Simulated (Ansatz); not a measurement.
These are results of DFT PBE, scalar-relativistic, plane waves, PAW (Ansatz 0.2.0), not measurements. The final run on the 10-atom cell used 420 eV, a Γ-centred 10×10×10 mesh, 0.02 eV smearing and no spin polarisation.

Energies over the elements count from the elements' standard structures at the same level, with no fitted energy shifts.

Question: Propose a candidate for a tetragonal semiconductor made of Mg, S and Zn, with a gap near 2.4 eV, a formation energy near −1.05 eV/atom and a density near 3.16 g/cm³, in a cell of 10 atoms.

Answer: Mg₂Zn₃S₅, space group I-4m2 (No. 119). Mg has 4 S at 2.45 Å; around Zn on a site of symmetry 2mm lie 4 S at 2.37 Å; Zn on a site of symmetry -4m2 has 4 S at 2.37 Å; around S on a site of symmetry -4m2 lie 4 Zn at 2.37 Å; 2 more sites not described.

```cif
data_structure
_symmetry_space_group_name_H-M 'I-4m2'
_symmetry_Int_Tables_number 119
_cell_length_a 3.9162
_cell_length_b 3.9162
_cell_length_c 27.7992
_cell_angle_alpha 90.000
_cell_angle_beta 90.000
_cell_angle_gamma 90.000
_cell_volume 426.34
loop_
_atom_site_label
_atom_site_type_symbol
_atom_site_symmetry_multiplicity
_atom_site_Wyckoff_symbol
_atom_site_fract_x
_atom_site_fract_y
_atom_site_fract_z
_atom_site_occupancy
Mg1 Mg 4 e 0.50000 0.50000 0.10103 1
Zn1 Zn 4 e 0.00000 0.00000 0.20203 1
Zn2 Zn 2 a 0.00000 0.00000 0.00000 1
S1 S 2 d 0.50000 0.00000 0.25000 1
S2 S 4 f 0.00000 0.50000 0.34605 1
S3 S 4 f 0.50000 0.00000 0.45187 1
```

- Volume per atom: 21.32 Å³
- Density: 3.16 g/cm³
- Energy over the elements: −1.055 eV/atom
- Gap on the 10×10×10 mesh of the 10-atom cell: 2.43 eV

It was reached by relaxing an invented guess, and it needn't be the stable form of this composition. Other answers may fit too; this one was computed.

Kohn–Sham gaps at this level usually fall short of measured ones. The reference form of S is held partly by dispersion forces, which this level lacks. A later test with randomly moved atoms came back to the same energy, though modes that don't fit the test's cell weren't probed.
